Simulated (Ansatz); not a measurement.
# Ionic part of the dielectric constant of MgZn$_{2}$S$_{3}$, mode by mode

Theory: DFT PBE, scalar-relativistic, plane waves, PAW (Ansatz). Plane waves to 420 eV; Γ-centred k mesh 6×6×4; fixed occupations. No spin polarisation. Phonons by linear response, acoustic sum rule imposed.

Space group P31m (No. 157), trigonal, a = 6.777 Å, c = 6.383 Å. Mg has 4 S at 2.44–2.47 Å; Zn on a site of symmetry m has 4 S at 2.36–2.39 Å; around Zn on a site of symmetry 3m lie 4 S at 2.34–2.37 Å; around S on a site of symmetry 3m lie 4 Zn at 2.37–2.38 Å; S on a site of symmetry 3 has 3 Zn at 2.39 Å and 1 Mg at 2.47 Å; around S on a site of symmetry m lie 2 Zn at 2.34–2.36 Å and 2 Mg at 2.44 Å.

The structure comes from a generated guess, relaxed at this level; another structure or a mixture of phases may lie lower.

The primitive cell has V = 253.85 Å³ and ε∞,xx = 5.204. Each polar mode adds Δε = (4.92064×10⁷/V)·S/ν² along x, with S its oscillator strength in e²/amu, ν in cm⁻¹ and V in Å³.

Question: From these modes, find each Δε and ε0,xx.
| ν (cm⁻¹) | S_xx (e²/amu) |
| --- | --- |
| 73.53 | 0.00043 |
| 138.72 | 0.00519 |
| 223.10 | 0.00758 |
| 245.24 | 0.6117 |
| 278.28 | 0.02258 |
| 284.75 | 0.04157 |
| 296.70 | 0.02938 |
| 336.63 | 0.4279 |
| 355.94 | 0.1181 |

Answer:
```
ν (cm⁻¹)    Δε
   73.53  0.02
  138.72  0.05
  223.10  0.03
  245.24  1.97
  278.28  0.06
  284.75  0.10
  296.70  0.06
  336.63  0.73
  355.94  0.18
```

The sum is 3.20, so ε0,xx = 8.40; the run's tensor has 8.41.

Question: Where do the longitudinal modes lie for a wave vector along x?

Answer: At 73.60, 139.10, 223.27, 268.99, 279.86, 288.52, 299.16, 350.46, 383.91 cm⁻¹. The Lyddane–Sachs–Teller product Π(ν_LO/ν_TO)² = 1.62 agrees with ε0/ε∞ = 1.62.
